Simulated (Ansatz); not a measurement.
BP:
```yaml
crystal:
  lattice:
    - [0.00000, 2.26819, 2.26819]
    - [2.26819, 0.00000, 2.26819]
    - [2.26819, 2.26819, 0.00000]
  atoms:
    - { symbol: B, position: [0.25000, 0.25000, 0.25000] }
    - { symbol: P, position: [0.50000, 0.50000, 0.50000] }
```

Tensor components refer to the Cartesian frame of this cell.

Q: Give the high-frequency dielectric tensor and the Born effective charge tensors of the independent atoms from DFPT, DFT-r²SCAN in the program Ansatz with PAW potentials.

A: 
ε∞:
```
8.74  0.00  0.00
0.00  8.74  0.00
0.00  0.00  8.74
```
Z* of atom 1 (B), rows: field, columns: displacement, in e:
```
-0.46   0.00   0.00
 0.00  -0.46   0.00
 0.00   0.00  -0.46
```
Z* of atom 2 (P), rows: field, columns: displacement, in e:
```
0.46  0.00  0.00
0.00  0.46  0.00
0.00  0.00  0.46
```

Static charges for comparison (Bader): B1 +0.64, P2 -0.64 e. Born charges measure polarisation by displacement and can exceed these by far.

Space group F-43m (zinc blende). Symmetry was held in the r²SCAN relaxation. The volume moved by 17 % from the start of the relaxation.

Potentials: the later of the program's two PAW sets.
